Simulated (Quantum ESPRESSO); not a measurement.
Ga5Al2MgP7Se, one run as intended and one with a planted mistake

Computed values, not a measurement. The program is pw.x of Quantum ESPRESSO 7.5 (plane-wave density functional theory). The cell is made up: 16 atoms on a doubled zincblende/diamond lattice, with randomly drawn elements, strain and displacements, not relaxed. PseudoDojo standard norm-conserving files (v0.5 for PBE, v0.4.1 for LDA and PBEsol) set the functional; there is no spin polarisation, spin-orbit coupling or dispersion term, and the masses in the input are unused placeholders.

Intended input:

```
&control calculation='scf', pseudo_dir='./dojo.nc.sr.pbe.v0_5.standard.upf', outdir='./o', disk_io='medium', tprnfor=.true., tstress=.true. /
&system ibrav=0, nat=16, ntyp=5, nbnd=72, ecutwfc=85.99341389, nosym=.true., tot_charge=0,
 occupations='smearing', smearing='fd', degauss=0.0018374661
/
&electrons conv_thr=7.350e-09, electron_maxstep=60, /
ATOMIC_SPECIES
Al 1.0 Al.upf
Ga 1.0 Ga.upf
Mg 1.0 Mg.upf
P 1.0 P.upf
Se 1.0 Se.upf
CELL_PARAMETERS angstrom
5.4085 0.0 0.0
0.0 5.4085 0.0
0.0 0.0 10.8169
ATOMIC_POSITIONS angstrom
Ga -0.0661 0.0382 -0.114
Al -0.0346 2.643 2.7273
Ga 2.7049 0.0113 2.6839
Ga 2.6645 2.6981 0.0243
Al 0.1092 0.0179 5.4295
Ga 0.0296 2.7896 8.1956
Ga 2.6745 -0.074 8.209
Mg 2.6984 2.5797 5.4278
P 1.3335 1.4109 1.3238
Se 1.3635 4.0691 4.0332
P 4.0636 1.3363 4.0666
P 4.1833 3.9652 1.3334
P 1.3498 1.3002 6.6387
P 1.2951 4.0088 9.4443
P 4.0848 1.3697 9.449
P 4.025 4.1171 6.7721
K_POINTS automatic
4 4 2 1 1 1
```

The log is shortened where brackets say so; the opening notice, blank lines, dates and the lines on written files are dropped, and the path of the files is cut. It prints rydbergs, bohrs and kilobars, and counts compression as positive stress. Where no state is partly filled, the Fermi energy that it prints is only some level between the filled and the empty states on the mesh, and need not lie in the true gap.

Log of the intended run:

```
     Program PWSCF v.7.5
     Parallel version (MPI & OpenMP), running on       1 processor cores
     Number of MPI processes:                 1
     Threads/MPI process:                     1
     [start-up lines left out]
     bravais-lattice index     =            0
     lattice parameter (alat)  =      10.2206  a.u.
     unit-cell volume          =    2135.2714 (a.u.)^3
     number of atoms/cell      =           16
     number of atomic types    =            5
     number of electrons       =       132.00
     number of Kohn-Sham states=           72
     kinetic-energy cutoff     =      85.9934  Ry
     charge density cutoff     =     343.9737  Ry
     scf convergence threshold =      7.3E-09
     mixing beta               =       0.7000
     number of iterations used =            8  plain     mixing
     Exchange-correlation= PBE
                           (   1   4   3   4   0   0   0)
     [axes and pseudopotential details left out]
   Cartesian axes
     site n.     atom                  positions (alat units)
         1        Ga     tau(   1) = (  -0.0122215   0.0070630  -0.0210779  )
         2        Al     tau(   2) = (  -0.0063973   0.4886752   0.5042618  )
         3        Ga     tau(   3) = (   0.5001202   0.0020893   0.4962374  )
         4        Ga     tau(   4) = (   0.4926505   0.4988629   0.0044929  )
         5        Al     tau(   5) = (   0.0201904   0.0033096   1.0038828  )
         6        Ga     tau(   6) = (   0.0054729   0.5157807   1.5153185  )
         7        Ga     tau(   7) = (   0.4944994  -0.0136822   1.5177961  )
         8        Mg     tau(   8) = (   0.4989184   0.4769714   1.0035685  )
         9        P      tau(   9) = (   0.2465563   0.2608672   0.2447629  )
        10        Se     tau(  10) = (   0.2521032   0.7523528   0.7457151  )
        11        P      tau(  11) = (   0.7513359   0.2470741   0.7518905  )
        12        P      tau(  12) = (   0.7734677   0.7331423   0.2465379  )
        13        P      tau(  13) = (   0.2495701   0.2403994   1.2274568  )
        14        P      tau(  14) = (   0.2394564   0.7412037   1.7461958  )
        15        P      tau(  15) = (   0.7552556   0.2532495   1.7470648  )
        16        P      tau(  16) = (   0.7441989   0.7612277   1.2521217  )
     number of k points=    16  Fermi-Dirac smearing, width (Ry)=  0.0018
                       cart. coord. in units 2pi/alat
        k(    1) = (   0.1250000   0.1250000   0.1250012), wk =   0.1250000
        k(    2) = (   0.1250000   0.1250000  -0.1250012), wk =   0.1250000
     [further k points left out]
     Dense  grid:   230189 G-vectors     FFT dimensions: (  64,  64, 125)
     Estimated max dynamical RAM per process >     447.59 MB
     Initial potential from superposition of free atoms
     starting charge     131.9799, renormalised to     132.0000
     Starting wfcs are   95 randomized atomic wfcs
     total cpu time spent up to now is       25.6 secs
     per-process dynamical memory:   270.7 Mb
     Self-consistent Calculation
     iteration #  1     ecut=    85.99 Ry     beta= 0.70
     Davidson diagonalization with overlap
     ethr =  1.00E-02,  avg # of iterations =  4.2
     Threshold (ethr) on eigenvalues was too large:
     Diagonalizing with lowered threshold
     Davidson diagonalization with overlap
     ethr =  6.05E-04,  avg # of iterations =  1.9
     total cpu time spent up to now is      144.7 secs
     total energy              =   -1232.40067248 Ry
     estimated scf accuracy    <       0.81283071 Ry
     iteration #  2     ecut=    85.99 Ry     beta= 0.70
     Davidson diagonalization with overlap
     ethr =  6.16E-04,  avg # of iterations =  5.9
     total cpu time spent up to now is      210.5 secs
     total energy              =   -1232.47117792 Ry
     estimated scf accuracy    <       0.56424341 Ry
     [iterations 3 to 12 left out]
     iteration # 13     ecut=    85.99 Ry     beta= 0.70
     Davidson diagonalization with overlap
     ethr =  4.01E-11,  avg # of iterations =  4.0
     total cpu time spent up to now is      872.3 secs
     total energy              =   -1232.65465943 Ry
     estimated scf accuracy    <          8.4E-09 Ry
     iteration # 14     ecut=    85.99 Ry     beta= 0.70
     Davidson diagonalization with overlap
     ethr =  6.39E-12,  avg # of iterations =  2.0
     total cpu time spent up to now is      918.7 secs
     End of self-consistent calculation
     [lines on levels left out]
     the Fermi energy is     8.1752 ev
!    total energy              =   -1232.65465943 Ry
     estimated scf accuracy    <          2.6E-09 Ry
     smearing contrib. (-TS)   =      -0.00000000 Ry
     internal energy E=F+TS    =   -1232.65465943 Ry
     The total energy is F=E-TS. E is the sum of the following terms:
     one-electron contribution =    -690.55565538 Ry
     hartree contribution      =     423.17685970 Ry
     xc contribution           =    -307.54110304 Ry
     ewald contribution        =    -657.73476071 Ry
     convergence has been achieved in  14 iterations
     Forces acting on atoms (cartesian axes, Ry/au):
     atom    1 type  2   force =     0.02798329   -0.01931728    0.04480024
     atom    2 type  1   force =    -0.00497845   -0.02218174   -0.00954968
     atom    3 type  2   force =     0.05465398    0.02718770   -0.05540978
     atom    4 type  2   force =     0.03361369    0.00915211   -0.01534369
     atom    5 type  1   force =    -0.10389332   -0.00858748    0.01280587
     atom    6 type  2   force =    -0.04770360   -0.05399165   -0.10207919
     atom    7 type  2   force =     0.01022993    0.03692772   -0.04897004
     atom    8 type  3   force =     0.04403502    0.05015097    0.01402210
     atom    9 type  4   force =    -0.00623365   -0.04592339    0.01182535
     atom   10 type  5   force =    -0.01288019   -0.02181846   -0.01162552
     atom   11 type  4   force =     0.03724537   -0.04507770   -0.02690024
     atom   12 type  4   force =    -0.05455556    0.04520504   -0.00701287
     atom   13 type  4   force =    -0.01280730    0.00179382    0.13399671
     atom   14 type  4   force =     0.05081644    0.03690102    0.06496218
     atom   15 type  4   force =    -0.05150701    0.01987867   -0.00905670
     atom   16 type  4   force =     0.03598137   -0.01029936    0.00353527
     Total force =     0.300471     Total SCF correction =     0.000259
     Computing stress (Cartesian axis) and pressure
          total   stress  (Ry/bohr**3)                   (kbar)     P=       89.31
   0.00060886   0.00016227  -0.00003939           89.57       23.87       -5.79
   0.00016227   0.00062716  -0.00000220           23.87       92.26       -0.32
  -0.00003939  -0.00000220   0.00058524           -5.79       -0.32       86.09
     init_run     :     24.27s CPU     25.49s WALL (       1 calls)
     electrons    :    860.36s CPU    893.13s WALL (       1 calls)
     forces       :      9.26s CPU      9.45s WALL (       1 calls)
     stress       :     35.65s CPU     36.85s WALL (       1 calls)
     [timing details left out]
     PWSCF        :  15m29.76s CPU  16m 5.41s WALL
     JOB DONE.
```

A second run has one planted mistake: the k-point mesh is too coarse. The input lines that differ, file-writing options aside:

```
- 4 4 2 1 1 1
+ 2 2 2 1 1 1
```

Its log:

```
     Program PWSCF v.7.5
     Parallel version (MPI & OpenMP), running on       1 processor cores
     Number of MPI processes:                 1
     Threads/MPI process:                     1
     [start-up lines left out]
     bravais-lattice index     =            0
     lattice parameter (alat)  =      10.2206  a.u.
     unit-cell volume          =    2135.2714 (a.u.)^3
     number of atoms/cell      =           16
     number of atomic types    =            5
     number of electrons       =       132.00
     number of Kohn-Sham states=           72
     kinetic-energy cutoff     =      85.9934  Ry
     charge density cutoff     =     343.9737  Ry
     scf convergence threshold =      7.3E-09
     mixing beta               =       0.7000
     number of iterations used =            8  plain     mixing
     Exchange-correlation= PBE
                           (   1   4   3   4   0   0   0)
     [axes and pseudopotential details left out]
   Cartesian axes
     site n.     atom                  positions (alat units)
         1        Ga     tau(   1) = (  -0.0122215   0.0070630  -0.0210779  )
         2        Al     tau(   2) = (  -0.0063973   0.4886752   0.5042618  )
         3        Ga     tau(   3) = (   0.5001202   0.0020893   0.4962374  )
         4        Ga     tau(   4) = (   0.4926505   0.4988629   0.0044929  )
         5        Al     tau(   5) = (   0.0201904   0.0033096   1.0038828  )
         6        Ga     tau(   6) = (   0.0054729   0.5157807   1.5153185  )
         7        Ga     tau(   7) = (   0.4944994  -0.0136822   1.5177961  )
         8        Mg     tau(   8) = (   0.4989184   0.4769714   1.0035685  )
         9        P      tau(   9) = (   0.2465563   0.2608672   0.2447629  )
        10        Se     tau(  10) = (   0.2521032   0.7523528   0.7457151  )
        11        P      tau(  11) = (   0.7513359   0.2470741   0.7518905  )
        12        P      tau(  12) = (   0.7734677   0.7331423   0.2465379  )
        13        P      tau(  13) = (   0.2495701   0.2403994   1.2274568  )
        14        P      tau(  14) = (   0.2394564   0.7412037   1.7461958  )
        15        P      tau(  15) = (   0.7552556   0.2532495   1.7470648  )
        16        P      tau(  16) = (   0.7441989   0.7612277   1.2521217  )
     number of k points=     4  Fermi-Dirac smearing, width (Ry)=  0.0018
                       cart. coord. in units 2pi/alat
        k(    1) = (   0.2500000   0.2500000   0.1250012), wk =   0.5000000
        k(    2) = (   0.2500000   0.2500000  -0.1250012), wk =   0.5000000
     [further k points left out]
     Dense  grid:   230189 G-vectors     FFT dimensions: (  64,  64, 125)
     Estimated max dynamical RAM per process >     447.59 MB
     Initial potential from superposition of free atoms
     starting charge     131.9799, renormalised to     132.0000
     Starting wfcs are   95 randomized atomic wfcs
     total cpu time spent up to now is        9.2 secs
     per-process dynamical memory:   269.7 Mb
     Self-consistent Calculation
     iteration #  1     ecut=    85.99 Ry     beta= 0.70
     Davidson diagonalization with overlap
     ethr =  1.00E-02,  avg # of iterations =  4.0
     Threshold (ethr) on eigenvalues was too large:
     Diagonalizing with lowered threshold
     Davidson diagonalization with overlap
     ethr =  6.15E-04,  avg # of iterations =  2.0
     total cpu time spent up to now is       39.6 secs
     total energy              =   -1232.37905237 Ry
     estimated scf accuracy    <       0.82550838 Ry
     iteration #  2     ecut=    85.99 Ry     beta= 0.70
     Davidson diagonalization with overlap
     ethr =  6.25E-04,  avg # of iterations =  5.2
     total cpu time spent up to now is       57.8 secs
     total energy              =   -1232.45015384 Ry
     estimated scf accuracy    <       0.57101720 Ry
     [iterations 3 to 12 left out]
     iteration # 13     ecut=    85.99 Ry     beta= 0.70
     Davidson diagonalization with overlap
     ethr =  4.65E-11,  avg # of iterations =  4.0
     total cpu time spent up to now is      263.4 secs
     total energy              =   -1232.63728065 Ry
     estimated scf accuracy    <          9.9E-09 Ry
     iteration # 14     ecut=    85.99 Ry     beta= 0.70
     Davidson diagonalization with overlap
     ethr =  7.50E-12,  avg # of iterations =  2.0
     total cpu time spent up to now is      277.2 secs
     End of self-consistent calculation
     [lines on levels left out]
     the Fermi energy is     8.2723 ev
!    total energy              =   -1232.63728065 Ry
     estimated scf accuracy    <          3.2E-09 Ry
     smearing contrib. (-TS)   =       0.00000000 Ry
     internal energy E=F+TS    =   -1232.63728065 Ry
     The total energy is F=E-TS. E is the sum of the following terms:
     one-electron contribution =    -690.57341353 Ry
     hartree contribution      =     423.22774233 Ry
     xc contribution           =    -307.55684874 Ry
     ewald contribution        =    -657.73476071 Ry
     convergence has been achieved in  14 iterations
     Forces acting on atoms (cartesian axes, Ry/au):
     atom    1 type  2   force =     0.02800053   -0.01943216    0.04419269
     atom    2 type  1   force =    -0.00490702   -0.02231083   -0.01053353
     atom    3 type  2   force =     0.05506494    0.02729177   -0.05569717
     atom    4 type  2   force =     0.03413518    0.00903379   -0.01498639
     atom    5 type  1   force =    -0.10384996   -0.00813316    0.01323514
     atom    6 type  2   force =    -0.04832606   -0.05375965   -0.10068718
     atom    7 type  2   force =     0.01044283    0.03644954   -0.04831698
     atom    8 type  3   force =     0.04388951    0.05006436    0.01413474
     atom    9 type  4   force =    -0.00571247   -0.04589674    0.01260858
     atom   10 type  5   force =    -0.01324757   -0.02154662   -0.01154790
     atom   11 type  4   force =     0.03738888   -0.04516860   -0.02714374
     atom   12 type  4   force =    -0.05562348    0.04505645   -0.00691793
     atom   13 type  4   force =    -0.01319980    0.00140462    0.13168878
     atom   14 type  4   force =     0.05082612    0.03746582    0.06429475
     atom   15 type  4   force =    -0.05163514    0.01980156   -0.00827733
     atom   16 type  4   force =     0.03675352   -0.01032014    0.00395346
     Total force =     0.299247     Total SCF correction =     0.000280
     Computing stress (Cartesian axis) and pressure
          total   stress  (Ry/bohr**3)                   (kbar)     P=       90.39
   0.00064085   0.00016118  -0.00003904           94.27       23.71       -5.74
   0.00016118   0.00065907  -0.00000191           23.71       96.95       -0.28
  -0.00003904  -0.00000191   0.00054355           -5.74       -0.28       79.96
     init_run     :      8.69s CPU      9.11s WALL (       1 calls)
     electrons    :    254.07s CPU    267.99s WALL (       1 calls)
     forces       :      2.59s CPU      2.70s WALL (       1 calls)
     stress       :      8.02s CPU      8.46s WALL (       1 calls)
     [timing details left out]
     PWSCF        :   4m33.51s CPU   4m48.57s WALL
     JOB DONE.
```

|  | intended run | run with the mistake |
| --- | --- | --- |
| free energy (eV) | -16771.121 | -16770.885 |
| smearing term -TS (eV) | 0.0000 | 0.0000 |
| pressure (GPa) | 8.93 | 9.04 |
| largest force component (eV/Å) | 3.445 | 3.386 |
| largest change of a force component (eV/Å) |  | 0.059 |
| iterations | 14 | 14 |

For scale, a rerun of the intended cell at a cutoff of 1467 eV and k mesh 6 x 6 x 4 moved values by no more than 0.015 eV in energy, 0.02 GPa in stress and 0.004 eV/Å in force.